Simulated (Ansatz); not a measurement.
Input:

SnSe:
```xyz
4
Lattice="3.9099 0.0000 0.0000 0.0000 3.9099 0.0000 0.0000 0.0000 8.2467" Properties=species:S:1:pos:R:3 pbc="T T T"
Sn     0.0000     1.9549     0.0000
Sn     1.9549     0.0000     4.1233
Se     0.0000     0.0000     2.0617
Se     0.0000     0.0000     6.1850
```

This is the PBE-relaxed structure.

Task: All from PBE (plane waves, PAW; program Ansatz), unless another level is named. Estimate the electronic character.

Result: metallic (no gap).

Task: What about the density of states at the Fermi level?

Result: 0.60 states/eV per atom (mean over ±0.08 eV).

Task: Give the formation energy from the elements (no fitted shifts).

Result: -0.12 eV/atom.

Space group P4_2/mmc. The cell is a constructed one: a structure type filled with these elements; neither database checked (COD, Materials Project) lists it. It is not the phase usual at ambient conditions (space group No. 62). The cell keeps a stress of up to 0.2 GPa. The PBE relaxation kept the symmetry of its start; its stability against distortions is not shown here. The references are the lowest solids computed at this level, not always the standard phases. Spin–orbit coupling is left out wherever it is not named.

Potentials: the later of the program's two PAW sets.
